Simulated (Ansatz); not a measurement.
Ge:
Space group R-3, hexagonal axes (No. 148); a = 9.8459 Å, b = 9.8459 Å, c = 5.8599 Å, α = 90.00°, β = 90.00°, γ = 120.00°

| atom | site | symmetry | x | y | z |
|---|---|---|---|---|---|
| Ge | 6c | 3. | 0.0000 | 0.0000 | 0.2841 |
| Ge | 18f | 1 | 0.0372 | 0.2669 | 0.2366 |
(The calculation used a cell of 8 atoms; values per cell refer to that cell.)

Relaxed at zero pressure with PBEsol (plane waves, PAW; program Ansatz).

Task: The volume is lowered by 3 % and shape and atoms relax at that volume. What pressure results, and how do the axes share the change?

Result: 2.1 GPa; a -0.9 %, b -0.9 %, c -1.2 %; the energy rises by 4 meV/atom.

Task: Give the new structure.

Result: 
Space group R-3, hexagonal axes (No. 148); a = b = 9.758 Å, c = 5.787 Å, α = β = 90.00°, γ = 120.00°

| atom | site | symmetry | x | y | z |
|---|---|---|---|---|---|
| Ge | 6c | 3. | 0.0000 | 0.0000 | 0.2826 |
| Ge | 18f | 1 | 0.0376 | 0.2667 | 0.2326 |

The phase is kept; no other phase was compared at this pressure.

The first step of the workflow began from a Materials Project structure, measured or hypothetical; the Crystallography Open Database copy checked does not list it. It is not the phase usual at ambient conditions (space group No. 227). Symmetry was held in the PBEsol relaxation; its stability against distortions is not shown here.

Potentials: the later of the program's two PAW sets.
